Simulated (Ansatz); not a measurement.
TiCo (CsCl type, space group No. 221) at seven volumes, PBE (plane waves, PAW; program Ansatz), scaled uniformly. One row is withheld.

```json
[
 {"V (Å³/atom)": "12.109", "P (GPa)": "18.40"},
 {"V (Å³/atom)": "12.508", "P (GPa)": "11.34"},
 {"V (Å³/atom)": "12.907", "P (GPa)": "?"},
 {"V (Å³/atom)": "13.307", "P (GPa)": "-0.01"},
 {"V (Å³/atom)": "13.706", "P (GPa)": "-4.58"},
 {"V (Å³/atom)": "14.105", "P (GPa)": "-8.50"},
 {"V (Å³/atom)": "14.504", "P (GPa)": "-11.85"}
]
```

**Question.** Fit the shown pressures and predict the withheld one.

**Answer.** P = (3/2)B₀(x^(7/2) − x^(5/2))[1 + (3/4)(B′ − 4)(x − 1)] with x = (V₀/V)^(2/3). Least squares on the six rows gives V₀ = 13.305 Å³/atom, B₀ = 163 GPa, B′ = 3.90. At V = 12.907, x = 1.0205 and P = 5.25 GPa. The run itself gave 5.28 GPa.

Space group Pm-3m (CsCl type). The cell was relaxed with PBE under the symmetry of its start. The final state is ferromagnetic, chosen from 3 collinear starts compared on coarse meshes (ties went to the first, and starts can fall back to one state), not a proven ground state.

Potentials: the later of the program's two PAW sets.
